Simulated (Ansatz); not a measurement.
Run on Ru (hcp type): DFT, r2SCAN, PAW with Ansatz's default frozen-core files, scalar-relativistic (Ansatz 0.2.0). This run: bulk cell relaxed.

The start is a guessed cell.

Command: `ansatz run input.yaml --threads 2 --pin off --max-ram 4096MiB --backend cpu --events-out ev --progress --plain --runs-dir out` It took 37 s on 2 threads of Arm Neoverse V2 (shared host), peak memory 0.52 GiB.

```yaml
crystal:
  lattice:
    - [2.684446372, 0.0, 0.0]
    - [-1.342223186, 2.3247987533, 0.0]
    - [0.0, 0.0, 4.3488031227]
  atoms:
    - { symbol: Ru, position: [0.3333333333, 0.6666666667, 0.25] }
    - { symbol: Ru, position: [0.6666666667, 0.3333333333, 0.75] }
kpoints:
  mp_grid: { grid: [19, 19, 10] }
scf:
  occupations: { method: fermi_dirac, width: 0.08 }
hamiltonian:
  xc: r2scan
  pseudopotentials: { kind: paw }
output:
  forces: true
  stress: true
  write_density: true
  write_potential: true
  elf: true
  volumetric_format: npy
relax:
  f_tol: 0.005
  max_steps: 40
  cell: {}
```

Output:

```
Engine: ansatz 0.2.0
Pseudopotentials: kind: paw
Pseudopotential: Ru, paw, valence charge 16, recommended cutoff 500 eV (meta_gga), Ru.paw.azcp
Functional definition: r2SCAN
  parameter k0 = 0.174
  parameter k1 = 0.065
  parameter a1 = 4.9479
  exchange = r2scan_x(k0 = k0, k1 = k1, a1 = a1)
  correlation = r2scan_c
Crystal: 2 atoms, lattice volume = 27.140 Å³
Basis set: ecut = 500 eV, 687 PW (Γ), exchange–correlation on 80×80×128 points (64 copies of the dense FFT grid, shifted against one another)
Bands: 20, of which v1, the nominal top of the filled ones, is band 16 counted from 1 (15 counted from 0)
Symmetry: 24 space group operations
Space group: P63/mmc (ITA 194), of the structure as read, at distance tolerance 3.0e-5 Å
k-points: 240 of 3610
Non-local potential: Ru, projectors of the file, l = 0: 3, l = 1: 2, l = 2: 2, l = 3: 1
PAW form: soft (Blöchl's): semilocal exchange-correlation on the pseudo side does not see the compensation charge
PAW frozen core: Ru, regenerated for the run's functional (the file was generated under x = pbe(κ = 0.804, μ = 0.2195149727645171), c = pbe(β = 0.06672455060314922))
PAW one-centre angular grid: Ru, 590 points (default); XC on 160 Gauss nodes
Initial density: superposition of atomic densities (neutral atoms: chi_scale 0, normalization atom), corrected by the library's trained network
Initial wavefunctions: pseudopotential atomic-orbital guess
Functional: x = r2scan, c = r2scan; τ floored in thin density (d = 2e-4 eV/Å³)
SCF iter   1: F=—  HF=-11781.384064 eV  |F-HF|=—  |Δ(HF+E_count)|=         —  Δρ=1.08e-2  dr2=9.88e-3  dr2_τ=1.41e-2  ethr=1.77e-3  ⟨swp⟩=5.1  Hψ=46734  notcnv=0  defer=63
automatic band count: the SCF goes on with 24 bands, as 20 were too few: the levels above may hold too much charge
preconditioner: auto → none  [metal: Δε(μ)=0.009 eV  Ē_g=12.040 eV  σ=0.080 eV  W_gap=0.03  n_scr=8 (ndim 8)  ℏωp=28.5 eV  f_vac=0.000  D(μ)=1.43/eV (n_scr^D=22)  sad-step TF]
SCF iter   2: F=—  HF=-11781.404420 eV  |F-HF|=—  |Δ(HF+E_count)|=   2.04e-2  Δρ=5.94e-3  dr2=2.39e-3  dr2_τ=1.88e-4  ethr=3.09e-5  ⟨swp⟩=2.0  Hψ=13143  notcnv=0  defer=279
SCF iter   3: F=—  HF=-11781.407335 eV  |F-HF|=—  |Δ(HF+E_count)|=   2.92e-3  Δρ=1.25e-3  dr2=2.38e-4  dr2_τ=4.26e-5  ethr=7.48e-6  ⟨swp⟩=2.0  Hψ=7969  notcnv=0  defer=279
SCF iter   4: F=—  HF=-11781.407459 eV  |F-HF|=—  |Δ(HF+E_count)|=   1.24e-4  Δρ=2.59e-4  dr2=8.01e-6  dr2_τ=1.91e-6  ethr=7.44e-7  ⟨swp⟩=2.2  Hψ=8510  notcnv=0  defer=279
SCF iter   5: F=—  HF=-11781.407491 eV  |F-HF|=—  |Δ(HF+E_count)|=   3.19e-5  Δρ=6.53e-5  dr2=2.91e-7  dr2_τ=1.24e-7  ethr=2.50e-8  ⟨swp⟩=2.0  Hψ=9247  notcnv=0  defer=279
SCF iter   6: F=-11781.407492 eV  HF=-11781.407492 eV  |F-HF|=1.01e-8  |Δ(HF+E_count)|=   1.24e-6  Δρ=1.12e-5  dr2=1.24e-8  dr2_τ=2.42e-9  ethr=3.13e-10  ⟨swp⟩=9.0  Hψ=33400  notcnv=0
SCF 1 converged in 6 iterations: F = -11781.407492 eV  dr2 = 1.24e-8
  greatest PAW one-centre occupation: 0.996 electrons in one spin orbital (limit 2), on the Ru atom at site 1 (counted from 0), in its partial waves of l = 1
relax step   1: F+E_penalty+E_count = -11781.40749240 eV  Δ(F+E_penalty+E_count) = +0.000e0 eV  max|allowed force component| = 6.939e-18 eV/Å  Δτ_max = 0.0000 Å  P = -1.999 GPa  Ω = 27.140 Å³  (6 SCF iters, dr2 threshold 1.00e-7 eV, accepted)
Crystal: 2 atoms, lattice volume = 26.806 Å³
Bands: 24, of which v1, the nominal top of the filled ones, is band 16 counted from 1 (15 counted from 0)
Initial density: handed on by an earlier stage of this run
Initial wavefunctions: those handed on with the density
iter 1 solved again at ethr=5.73e-6 eV; its pass at ethr=3.10e-3 eV (dr2=1.83e-3 eV) is discarded
SCF iter   1: F=—  HF=-11781.345627 eV  |F-HF|=—  |Δ(HF+E_count)|=         —  Δρ=3.46e-3  dr2=2.07e-3  dr2_τ=8.61e-2  ethr=5.73e-6  ⟨swp⟩=2.0  Hψ=35745  notcnv=0
preconditioner: auto → none  [metal: Δε(μ)=0.017 eV  Ē_g=12.184 eV  σ=0.080 eV  W_gap=0.05  n_scr=8 (ndim 8)  ℏωp=28.7 eV  f_vac=0.000  D(μ)=1.51/eV (n_scr^D=22)]
SCF iter   2: F=—  HF=-11781.415303 eV  |F-HF|=—  |Δ(HF+E_count)|=   6.97e-2  Δρ=1.72e-3  dr2=2.80e-4  dr2_τ=5.30e-5  ethr=5.73e-6  ⟨swp⟩=2.0  Hψ=11524  notcnv=0
SCF iter   3: F=—  HF=-11781.415464 eV  |F-HF|=—  |Δ(HF+E_count)|=   1.61e-4  Δρ=8.38e-4  dr2=5.41e-5  dr2_τ=8.52e-6  ethr=8.76e-7  ⟨swp⟩=2.1  Hψ=9109  notcnv=0
SCF iter   4: F=—  HF=-11781.415533 eV  |F-HF|=—  |Δ(HF+E_count)|=   6.91e-5  Δρ=1.92e-4  dr2=5.32e-6  dr2_τ=1.12e-6  ethr=1.69e-7  ⟨swp⟩=2.3  Hψ=9070  notcnv=0
SCF iter   5: F=—  HF=-11781.415534 eV  |F-HF|=—  |Δ(HF+E_count)|=   6.64e-7  Δρ=4.49e-5  dr2=4.01e-7  dr2_τ=4.98e-8  ethr=1.66e-8  ⟨swp⟩=2.2  Hψ=9391  notcnv=0
SCF iter   6: F=-11781.415534 eV  HF=-11781.415534 eV  |F-HF|=4.15e-9  |Δ(HF+E_count)|=   1.26e-8  Δρ=1.44e-5  dr2=4.44e-8  dr2_τ=1.51e-9  ethr=6.25e-10  ⟨swp⟩=8.0  Hψ=30018  notcnv=0
SCF 2 converged in 6 iterations: F = -11781.415534 eV  dr2 = 4.44e-8
relax step   2: F+E_penalty+E_count = -11781.41553383 eV  Δ(F+E_penalty+E_count) = -8.041e-3 eV  max|allowed force component| = 1.168e-16 eV/Å  Δτ_max = 0.0000 Å  P = +2.823 GPa  Ω = 26.806 Å³  energy of the carried Pulay correction = +2.164e-4 eV  (6 SCF iters, dr2 threshold 2.00e-7 eV, accepted)
Crystal: 2 atoms, lattice volume = 27.032 Å³
iter 1 solved again at ethr=1.93e-6 eV; its pass at ethr=3.10e-3 eV (dr2=6.18e-4 eV) is discarded
SCF iter   1: F=—  HF=-11781.410567 eV  |F-HF|=—  |Δ(HF+E_count)|=         —  Δρ=1.78e-3  dr2=6.62e-4  dr2_τ=1.89e-2  ethr=1.93e-6  ⟨swp⟩=2.0  Hψ=35243  notcnv=0
preconditioner: auto → none  [metal: Δε(μ)=0.006 eV  Ē_g=12.070 eV  σ=0.080 eV  W_gap=0.02  n_scr=8 (ndim 8)  ℏωp=28.6 eV  f_vac=0.000  D(μ)=1.50/eV (n_scr^D=22)]
SCF iter   2: F=—  HF=-11781.428131 eV  |F-HF|=—  |Δ(HF+E_count)|=   1.76e-2  Δρ=1.22e-3  dr2=2.19e-4  dr2_τ=3.60e-5  ethr=1.93e-6  ⟨swp⟩=2.0  Hψ=9821  notcnv=0
SCF iter   3: F=—  HF=-11781.428114 eV  |F-HF|=—  |Δ(HF+E_count)|=   1.71e-5  Δρ=6.39e-4  dr2=3.95e-5  dr2_τ=3.16e-6  ethr=6.83e-7  ⟨swp⟩=2.4  Hψ=8451  notcnv=0
SCF iter   4: F=—  HF=-11781.428144 eV  |F-HF|=—  |Δ(HF+E_count)|=   3.04e-5  Δρ=1.51e-4  dr2=3.02e-6  dr2_τ=7.94e-7  ethr=1.23e-7  ⟨swp⟩=2.4  Hψ=9358  notcnv=0
[... lines left out ...]
SCF iter   2: F=—  HF=-11781.428190 eV  |F-HF|=—  |Δ(HF+E_count)|=   1.80e-7  Δρ=2.83e-5  dr2=2.30e-8  dr2_τ=3.61e-8  ethr=5.07e-10  ⟨swp⟩=2.3  Hψ=9350  notcnv=0
SCF iter   3: F=—  HF=-11781.428190 eV  |F-HF|=—  |Δ(HF+E_count)|=   6.05e-8  Δρ=6.31e-6  dr2=1.74e-9  dr2_τ=2.22e-9  ethr=7.17e-11  ⟨swp⟩=2.4  Hψ=9379  notcnv=0
SCF iter   4: F=—  HF=-11781.428190 eV  |F-HF|=—  |Δ(HF+E_count)|=   4.52e-9  Δρ=1.48e-6  dr2=1.93e-10  dr2_τ=1.20e-10  ethr=5.42e-12  ⟨swp⟩=2.1  Hψ=8892  notcnv=0
SCF iter   5: F=-11781.428190 eV  HF=-11781.428190 eV  |F-HF|=2.18e-11  |Δ(HF+E_count)|=  2.42e-10  Δρ=3.37e-7  dr2=7.28e-12  dr2_τ=5.68e-12  ethr=1.00e-12  ⟨swp⟩=4.0  Hψ=26365  notcnv=0
SCF 6 converged in 5 iterations: F = -11781.428190 eV  dr2 = 7.28e-12
relax step   6: F+E_penalty+E_count = -11781.42818970 eV  Δ(F+E_penalty+E_count) = +6.385e-5 eV  max|allowed force component| = 6.476e-17 eV/Å  Δτ_max = 0.0000 Å  P = -0.004 GPa  Ω = 26.988 Å³  stress off target by 1.55e-2 GPa  SCF on the basis re-selected at this cell (its energy is not comparable with the rows above)  (5 SCF iters)
basis re-selected at this cell: Δ(F+E_penalty+E_count) = +6.385e-5 eV, ΔP = -0.003 GPa vs the last step (what re-selecting the basis moved, of the pressure what is left beyond the Pulay correction that the steps carried, after the strain that the cell walked since its last selection, with what the two solves' SCF thresholds leave and, on support functions, any second-order correction that the steps lacked; it is no measure of the basis error at this ecutwfc). This SCF's stress stands 1.55e-2 GPa from its target on what of the cell is left free (relax.cell.stress_tol is 5.00e-2 GPa) and its largest allowed force component is 6.48e-17 eV/Å (relax.f_tol is 5.00e-3 eV/Å): within both
SCF converged after 5 iterations
Free energy (F): -11781.428190 eV
Harris-Foulkes:  -11781.428190 eV  (|F-HF|=2.18e-11)
Internal energy: -11781.396510 eV  (E = F + TS)
E sigma→0 (E₀):  -11781.412350 eV
Entropy (-TS):   -0.031680 eV (-15.840 meV/atom)
Fermi energy:    23.579265 eV
--- Per-component energies (eV) ---
  E_band       = -133.106420
  E_kinetic    = 1028.640854
  E_local      = -2500.707168  (includes V_loc(G=0)·N_el)
  E_nonlocal   = 685.601824
  E_hartree    = 803.276416
  E_xc         = -368.663111
  E_vxc        = -534.112834  (∫ρ·V_xc dr)
  E_paw        = -6957.719148  (= ΣΔE_a)
  E_vpaw       = -456.667207  (= ΣTr[D̂ρ^β])
  E_aug_tail   = 0.000200  (compensation charges beyond the density's cutoff)
  E_vtau       = 37.585073  (kinetic-family band-sum trace: ∫τ·v_τ [+ j·A + Jᵃ·Aᵃ] dr)
  E_ewald      = -4471.204465
  E_core_change = -0.621911  (= ΣΔE_core)
  E_smearing   = -0.031680  (= −TS)
  E_closure    = 0.000000  (closes the sum)
  Σ components = -11781.428190   (vs F -11781.428190, Δ=0.00e0)
--- Forces (eV/Å), atoms counted from 1 ---
  atom   1  Ru     0.00000000     0.00000000     0.00000000
  atom   2  Ru    -0.00000000    -0.00000000    -0.00000000
  max |Σ_I F_I| component: 4.63e-18 eV/Å
--- Stress (GPa, compression-positive) ---
        0.001959      -0.000000       0.000000
       -0.000000       0.001959       0.000000
        0.000000       0.000000      -0.015460
  P = ⅓ Tr σ = -0.0038 GPa (-0.038 kbar)
--- Band table (eV; the first three rows and the last of 240) ---
  k-point 0: bands = ["-51.7852", "-51.5530", "-21.5352", "-20.5157", "-20.5157", "-20.3271", "-20.3271", "-20.2747", "15.2068", "17.0393", "20.8405", "20.8405", "21.0593", "21.5558", "21.5558", "22.0657", "22.0657", "24.8079", "24.8079", "24.9666", "34.5238", "38.9877", "41.5981", "42.2516"]
  k-point 1: bands = ["-51.7797", "-51.5587", "-21.5058", "-20.5111", "-20.5111", "-20.3318", "-20.3318", "-20.3071", "15.3258", "17.0803", "20.7635", "20.7635", "20.9990", "21.4843", "21.4843", "22.2364", "22.2364", "24.5701", "24.8160", "24.8160", "35.0387", "38.7330", "41.9131", "42.0896"]
  k-point 2: bands = ["-51.7634", "-51.5755", "-21.4200", "-20.4978", "-20.4978", "-20.4008", "-20.3453", "-20.3453", "15.6690", "17.1907", "20.6300", "20.6300", "20.8384", "21.2984", "21.2984", "22.6418", "22.6418", "23.6039", "24.8082", "24.8082", "36.3531", "38.3424", "41.1488", "43.0881"]
  k-point 239: bands = ["-51.5382", "-51.5382", "-21.2760", "-21.2760", "-20.9698", "-20.9698", "-20.4904", "-20.4904", "18.5492", "18.5492", "19.3019", "19.3019", "20.6889", "20.6889", "22.3207", "22.3207", "24.8810", "24.8810", "32.1155", "32.1155", "35.0270", "35.0270", "35.7781", "35.7781"]
--- Relaxed structure (5 steps of the walk, 5 accepted, 1 SCFs on fresh bases) ---
  F+E_penalty+E_count = -11781.42818970 eV   max|allowed force component| = 6.476e-17 eV/Å   (the final SCF, on the basis selected at the relaxed cell)
  cell:  # Å, volume = 26.9878 Å³
    - [2.7033707467484906, -7.340302960159623e-33, -9.175378700199528e-34]
    - [-1.3516853733742453, 2.3411877425319014, 1.0050640692654126e-33]
    - [-1.4864113494365184e-33, 1.0219078027376063e-33, 4.264082115083769]
  atoms:
    - { symbol: Ru, position: [0.3333333333333333, 0.6666666666666666, 0.25] }
    - { symbol: Ru, position: [0.6666666666666666, 0.3333333333333333, 0.7500000000000001] }
```

Next run, as changes to the input before:

```diff
   lattice:
-    - [2.684446372, 0.0, 0.0]
-    - [-1.342223186, 2.3247987533, 0.0]
-    - [0.0, 0.0, 4.3488031227]
+    - [2.7033707468, 0.0, 0.0]
+    - [0.0, 4.2640821151, 0.0]
+    - [0.0, 0.0, 21.4628]
   atoms:
-    - { symbol: Ru, position: [0.3333333333, 0.6666666667, 0.25] }
-    - { symbol: Ru, position: [0.6666666667, 0.3333333333, 0.75] }
+    - { symbol: Ru, position: [0.75, 0.75, 0.3727386127] }
+    - { symbol: Ru, position: [0.25, 0.25, 0.4090990093] }
+    - { symbol: Ru, position: [0.25, 0.75, 0.4818198017] }
+    - { symbol: Ru, position: [0.75, 0.25, 0.5181801983] }
+    - { symbol: Ru, position: [0.75, 0.75, 0.5909009907] }
+    - { symbol: Ru, position: [0.25, 0.25, 0.6272613873] }
 kpoints:
-  mp_grid: { grid: [19, 19, 10] }
+  mp_grid: { grid: [12, 8, 1] }
 scf:
   stress: true
-  write_density: true
-  write_potential: true
-  elf: true
-  volumetric_format: npy
-relax:
-  f_tol: 0.005
-  max_steps: 40
-  cell: {}
+  eigenvalues: true
+  populations: true
+efield:
+  axis: 3
+  amplitude: 0
+  dipole_correction: true
```

Command: `ansatz run input.yaml --threads 2 --pin off --max-ram 4096MiB --backend cpu --events-out ev --progress --plain --runs-dir out` It took 45 s on 2 threads of Arm Neoverse V2, on a shared host, peak memory 1 GiB.

Results part of the output:

```
SCF 1 converged in 9 iterations: F = -35339.625494 eV  dr2 = 1.17e-8
  greatest PAW one-centre occupation: 0.997 electrons in one spin orbital (limit 2), on the Ru atom at site 5 (counted from 0), in its partial waves of l = 1
SCF converged after 9 iterations
Free energy (F): -35339.625494 eV
Harris-Foulkes:  -35339.625494 eV  (|F-HF|=4.58e-9)
Internal energy: -35339.455009 eV  (E = F + TS)
E sigma→0 (E₀):  -35339.540252 eV
Entropy (-TS):   -0.170484 eV (-28.414 meV/atom)
Fermi energy:    4.564296 eV
Dipole field:    D = 0.000000 V/Å  (p = 0.000000 e·Å, saw-weighted, corrected)
Work function:   Φ+ = 4.7639 eV   Φ− = 4.7639 eV
Levels:          The Fermi level and band energies are counted from a zero that moves with the ramp; work functions are not
--- Per-component energies (eV) ---
  E_band       = -2200.597989
  E_kinetic    = 3077.259296
  E_local      = -127288.199254  (includes V_loc(G=0)·N_el)
  E_nonlocal   = 2062.589449
  E_hartree    = 61399.756104
[... lines left out ...]
       -4.493146       0.000000       0.000000
        0.000000      -4.414680       0.000000
        0.000000       0.000000      -3.289768
  P = ⅓ Tr σ = -4.0659 GPa (-40.659 kbar)
--- Band table (eV; the first three rows and the last of 35) ---
  k-point 0: bands = ["-70.8506", "-70.6827", "-70.5193", "-70.5043", "-70.1768", "-70.1756", "-40.5137", "-40.1929", "-40.1167", "-40.0455", "-39.9651", "-39.8234", "-39.6499", "-39.5566", "-39.5448", "-39.5344", "-39.4349", "-39.4137", "-39.3458", "-39.3150", "-39.1555", "-39.1485", "-39.0452", "-39.0405", "-3.0312", "-1.7045", "-1.3772", "-1.1233", "-1.0385", "-0.6047", "-0.5710", "1.2392", "1.3803", "1.5717", "1.5959", "2.1224", "2.2799", "2.4305", "2.4667", "2.5887", "2.7511", "2.9218", "2.9271", "2.9684", "3.0865", "3.1371", "3.3720", "3.6588", "4.1632", "4.1927", "4.5225", "4.6128", "5.6514", "5.8157", "5.9961", "6.5460", "6.6142", "6.6984"]
  k-point 1: bands = ["-70.8437", "-70.6881", "-70.5174", "-70.5030", "-70.1793", "-70.1781", "-40.4841", "-40.2200", "-40.1596", "-39.9942", "-39.9042", "-39.8132", "-39.6842", "-39.5664", "-39.5619", "-39.5151", "-39.4291", "-39.4088", "-39.3492", "-39.3148", "-39.1722", "-39.1712", "-39.0511", "-39.0464", "-2.8626", "-1.6344", "-1.3341", "-1.2717", "-1.0709", "-0.5845", "-0.0625", "1.1521", "1.2727", "1.5336", "1.6538", "1.7056", "1.9964", "2.2909", "2.3906", "2.4545", "2.5745", "2.8282", "2.9859", "3.0466", "3.2519", "3.5773", "3.7704", "4.1975", "4.2319", "4.2621", "4.4539", "4.6349", "5.5733", "5.7836", "5.9755", "6.4539", "6.4766", "6.6213"]
  k-point 2: bands = ["-70.8243", "-70.7043", "-70.5121", "-70.5000", "-70.1855", "-70.1844", "-40.4184", "-40.2262", "-40.2191", "-39.9305", "-39.7867", "-39.7842", "-39.7212", "-39.6076", "-39.5949", "-39.5202", "-39.4134", "-39.3968", "-39.3555", "-39.3133", "-39.2236", "-39.2160", "-39.0662", "-39.0618", "-2.3986", "-1.5611", "-1.4520", "-1.0039", "-0.9189", "-0.3759", "0.4407", "0.4605", "1.2388", "1.2862", "1.4266", "1.6967", "1.9300", "2.0121", "2.2525", "2.3706", "2.4650", "2.7556", "2.9873", "3.1251", "3.7936", "4.0143", "4.1306", "4.2866", "4.3680", "4.4711", "4.8800", "5.1994", "5.2503", "5.6882", "5.7118", "5.8682", "6.1773", "6.2807"]
  k-point 34: bands = ["-70.6986", "-70.6986", "-70.4445", "-70.4445", "-70.1366", "-70.1366", "-40.4817", "-40.4817", "-40.2199", "-40.2199", "-40.0544", "-40.0544", "-39.7771", "-39.7771", "-39.7080", "-39.7080", "-39.5314", "-39.5314", "-39.3698", "-39.3698", "-39.3329", "-39.3329", "-39.2460", "-39.2460", "-1.3903", "-1.3903", "-1.1339", "-1.1339", "-0.3823", "-0.3823", "0.2446", "0.2446", "0.4759", "0.4759", "1.1570", "1.1570", "2.4920", "2.4920", "2.8650", "2.8650", "3.2783", "3.2783", "3.4768", "3.4768", "4.5042", "4.5042", "4.9943", "4.9943", "5.6820", "5.6820", "6.0419", "6.0419", "6.3651", "6.3651", "8.1059", "8.1059", "9.0216", "9.0216"]
--- Löwdin populations: 6 sites ---
  site symbol       q [e]
     0     Ru     15.9318
     1     Ru     15.9425
     2     Ru     15.8667
     3     Ru     15.8667
     4     Ru     15.9425
     5     Ru     15.9318
  spilling = 0.005396 (of n_electrons = 96.000000)
```

Next run (atoms relaxed), as changes to the input before:

```diff
   eigenvalues: true
-  populations: true
+  write_density: true
+  write_potential: true
+  elf: true
+  volumetric_format: npy
+relax:
+  f_tol: 0.01
+  max_steps: 40
 efield:
```

Command: `ansatz run input.yaml --threads 2 --pin off --max-ram 4096MiB --backend cpu --events-out ev --progress --plain --runs-dir out` It took 3.9 min on 2 threads of Arm Neoverse V2 (shared host), peak memory 1.2 GiB.

Results part of the output:

```
Warning: output.stress: scf.convergence.dr2_threshold = 1e-7 eV (the SCF's general default) is looser than the 6e-10 eV advised for a printed stress (1e-10 eV for each atom of the cell: 6). What an SCF threshold leaves in a stress goes as its square root, and in the free energy as the threshold itself, and one threshold admits the most on a small cell: of the crystals measured, under no hybrid fun
SCF 6 converged in 2 iterations: F = -35339.777040 eV  dr2 = 5.85e-9
WARN: The output density's exchange-correlation potential varies sharply where the density is thin. Do not read a vacuum level from v_tot or v_xc, or from such a field of the output density. On a cell that repeats whose density bears no net charge and no dipole along the vacuum's axis use v_es (v_loc + v_h of the components); under efield.dipole_correction with no amplitude use v_es + v_field, which holds any external_charges[].barrier, or the levels of the report's work_function block, which leave it out; under a non-zero efield.amplitude the vacuum is tilted and has no level; on a cell that repeats and bears such a dipole with no correction it is tilted too, and efield.dipole_correction with no amplitude gives each side of its ramp a level where efield: is served; in a cell that repeats whose density bears a net charge (total_charge, or a fill off its count) it is curved and has none; of a slab under crystal.periodic whose density bears no net charge use v_es, which has a level on each side, short of where the two are joined; of another it falls or rises all the way out and has none; of a slab beside external_charges read slab_vacuum_level instead, which it has where they leave it neutral. The grid or the basis barely resolves most such structure, and the values can differ between equally converged runs; as a rule a tighter scf.convergence.dr2_threshold does not remove it. Where the density itself ripples (under the LDA too) a higher basis.ecutwfc lessens it. The files hold the spikes' plane waves up to the density's cutoff. Files: v_tot_of_output_density and the like, and their columns of v_z.tsv (output.write_potential); v_xc_of_output_density and the like, and their columns of v_comp_z.tsv (output.write_potential_components). Measured: with its Gaussian average of σ = 0.25 Å subtracted twice, the exchange-correlation potential is over 0.1 eV at 1048 of the grid points where the equally averaged density (valence and model cores) is under 1e-3 e/Å³, and 0.519 eV at the most among them, at an averaged density of 7.5e-9 e/Å³. The input density's (outcome.potential() and, of a run that writes arrays, v_tot and v_xc) is over 0.1 eV, so measured, at 240 points of its own thin density, 0.367 eV at the most. See output.write_potential in the manual, Limitations
SCF converged after 2 iterations
Free energy (F): -35339.777040 eV
Harris-Foulkes:  -35339.777040 eV  (|F-HF|=2.76e-9)
Internal energy: -35339.615501 eV  (E = F + TS)
E sigma→0 (E₀):  -35339.696270 eV
Entropy (-TS):   -0.161539 eV (-26.923 meV/atom)
[... lines left out ...]
--- Relaxed structure (5 steps of the walk, 5 accepted, 0 SCFs on fresh bases) ---
  F+E_penalty+E_count = -35339.77703956 eV   max|allowed force component| = 5.887e-4 eV/Å
  atoms:
    - { symbol: Ru, position: [0.7499999999999999, 0.75, 0.37889336130619267] }
    - { symbol: Ru, position: [0.24999999999999997, 0.25, 0.4087990301101592] }
    - { symbol: Ru, position: [0.24999999999999997, 0.75, 0.48294604712931116] }
    - { symbol: Ru, position: [0.7499999999999999, 0.25, 0.5170539531834042] }
    - { symbol: Ru, position: [0.7499999999999999, 0.75, 0.5912009697326772] }
    - { symbol: Ru, position: [0.24999999999999997, 0.25, 0.6211066385382555] }
```

The PAW files were made under PBE.
